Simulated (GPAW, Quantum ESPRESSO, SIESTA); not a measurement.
# Ti: programs and potentials compared

```
CELL_PARAMETERS angstrom
2.95000 0.00000 0.00000
-1.47500 2.55477 0.00000
0.00000 0.00000 24.37200
ATOMIC_POSITIONS crystal
Ti 0.33333 0.66667 0.30773
Ti 0.66667 0.33333 0.40387
Ti 0.33333 0.66667 0.50000
Ti 0.66667 0.33333 0.59613
Ti 0.33333 0.66667 0.69227
```

Alike in all runs: functional PBE; k mesh 10 × 10 × 1; occupations fermi-dirac, width 0.05 eV; no spin polarisation; no spin-orbit coupling.

```tsv
program and potentials	plane-wave cutoff (eV)	notes	largest force (eV/Å)
Quantum ESPRESSO, PseudoDojo 0.4.1 SR PBE standard	1143	-	0.628
SIESTA, files PseudoDojo sr-pbe-0.4.1-standard, DZP (energy shift 0.003 Ry; two zetas on semicore shells)	-	atomic basis	0.629
GPAW, GPAW PAW data sets (gpaw-data 1.2.1)	450	-	?
```

Estimate from the other rows what the run with GPAW, GPAW PAW data sets (gpaw-data 1.2.1) gave.

Largest force 0.624 eV/Å. The other rows, which needn't bracket it: largest force 0.628 to 0.629.
